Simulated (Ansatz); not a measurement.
# ScPd: energy along a strain

ScPd, Pm-3m, a = 3.283 Å (as given, not relaxed at this level: 1.2 GPa). The structure is a COD entry; whether it is the stable form wasn't checked. Ansatz: r2SCAN, PAW, 500 eV, Γ-centred 14×14×14 mesh on 2 atoms, Gaussian smearing 0.15 eV; no spin polarisation. Cell vectors (Å): 3.283 0.000 0.000; 0.000 3.283 0.000; 0.000 0.000 3.283. The cell is strained by x per cent times the pattern (0 0 0 0 1 0) in the order xx yy zz yz xz xy (engineering shears), with fractional coordinates held. y is the free energy over the start, V0 = 17.692 Å³/atom. Symmetry makes y even in x.

```
x (%) y (meV/atom)
-6.00             ?
-3.00          2.34
 0.00          0.00
 0.75          0.15
 1.50          0.58
 2.25          1.32
 3.75          3.66
 4.50          5.28
 5.25          7.18
```

Fit y = c2 x² + c4 x⁴ to the other rows, get the stiffness along the pattern, and predict the missing energy.

Least squares on the rows shown. y = 0.2602 x² + 1.393×10⁻⁵ x⁴. The clamped-ion stiffness p·C·p = 2 × 2.602 eV × 160.2 / 17.692 Å³ = 47 GPa, which is C55 in these axes (C44 of the cubic crystal) (second derivative at the start, which stands under stress). At x = -6.00 the fit asked for gives 9.39 meV/atom. The run gave 9.37 meV/atom, so the fit is 0.02 meV/atom too high, a small miss on the scale of the series.